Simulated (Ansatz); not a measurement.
**Ionic part of the dielectric constant of BaWO$_{4}$, mode by mode**

All numbers below come from DFT PBEsol, scalar-relativistic, plane waves, PAW (Ansatz 0.2.0). Settings: 420 eV plane-wave cutoff, Γ-centred 6×6×6 mesh, fixed occupations. No spin polarisation. Phonons by linear response, acoustic sum rule imposed.

It takes space group I4_1/a (No. 88, tetragonal). The conventional cell has a = 5.606 Å, b = 5.606 Å, c = 12.552 Å, α = 90.00°, β = 90.00°, γ = 90.00°. Ba (site symmetry -4) has 8 O at 2.71 to 2.76 Å as nearest neighbours. W (site symmetry -4) is surrounded by 4 O at 1.79 Å. O (site symmetry 1) is surrounded by 1 W at 1.79 Å.

Spin–orbit coupling is left out, which matters for heavy elements.

The primitive cell has V = 197.23 Å³ and ε∞,xx = 3.545. Each polar mode adds Δε = (4.92064×10⁷/V)·S/ν² along x, with S its oscillator strength in e²/amu, ν in cm⁻¹ and V in Å³.

Task: From these modes, find each Δε and ε0,xx.
```tsv
ν (cm⁻¹)	S_xx (e²/amu)
102.8	0.1762
130.6	0.05859
291.9	0.2036
799.8	1.975
```

Result:
```tsv
ν (cm⁻¹)	Δε
102.8	4.16
130.6	0.86
291.9	0.60
799.8	0.77
```

The sum is 6.386, so ε0,xx = 9.93; the run's tensor has 9.93.

Task: Where do the longitudinal modes lie for a wave vector along x?

Result: At 121, 156, 314, 886 cm⁻¹. The Lyddane–Sachs–Teller product Π(ν_LO/ν_TO)² = 2.80 matches ε0/ε∞ = 2.80.

Whether BaWO4 exists in this form wasn't checked.

Cost: 1 run of about 15 core-minutes, on AMD EPYC 9R45 (Zen 5) (shared hosts).